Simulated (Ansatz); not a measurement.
Relaxed WSi$_{2}$ (MoSi2 type, space group I4/mmm):

```
CELL_PARAMETERS angstrom
     -1.61472     1.61472     3.93387
      1.61472    -1.61472     3.93387
      1.61472     1.61472    -3.93387
ATOMIC_POSITIONS crystal
  W  0.00000 0.00000 0.00000
  Si 0.33458 0.33458 0.00000
  Si 0.66542 0.66542 0.00000
```

The numbers are results of PBE (plane waves to 420 eV, PAW, scalar-relativistic; Ansatz, an electronic-structure program), not measurements. k mesh 16×16×16 (Γ-centred), Fermi-Dirac smearing 0.05 eV. With partly filled bands, energies and forces of such displacements shift with the k mesh and the smearing. Spin-orbit coupling is left out, though W is heavy. The PAW data are Ansatz's earlier set. WSi2 is run without spin polarisation. WSi2 was relaxed with its symmetry unable to fall.

One atom of the cell was then moved (with its periodic images), all else fixed, and the forces (eV/Å) came out as:

```json
[
 {"atom": "W1", "Fx": "-2.879", "Fy": "-2.879", "Fz": "0.000"},
 {"atom": "Si2", "Fx": "1.439", "Fy": "1.439", "Fz": "-0.696"},
 {"atom": "Si3", "Fx": "1.439", "Fy": "1.439", "Fz": "0.696"}
]
```

Question: Which atom was moved, and by which vector (Å)?

Answer: W1, by (0.22, 0.22, 0.00), 0.32 Å in all.

(A displaced cell: forces are minus the slopes of the energy, force constants its curvatures, and phonons follow from these.)
